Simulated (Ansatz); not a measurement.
Values for one crystal, relaxed and computed with DFT-PBE in the program Ansatz with PAW potentials; other levels are named.

```yaml
volume_per_atom: 34.48 Å³
band_gap: 2.33 eV (direct)
Gap with spin–orbit coupling: 2.07 eV
Hole effective mass with spin–orbit coupling, band 2 of 2 at the edge: 0.23 along [100], 0.21 along [110], 0.20 along [111] (mₑ)
Pressure derivative B′: 4.2
Electron effective mass with spin–orbit coupling: 0.17 mₑ (isotropic)
valence_band_maximum: at Γ
```

Problem. Which compound is it?
A. MgH2, rutile
B. PbSe, zinc blende
C. MgTe, zinc blende
D. MgSe, rock salt

Solution. C, MgTe, zinc blende

Space group F-43m (zinc blende). The PBE relaxation kept the symmetry of its start. Scalar-relativistic: spin–orbit coupling is off unless named, which matters more the heavier the elements.

Potentials: the later of the program's two PAW sets.
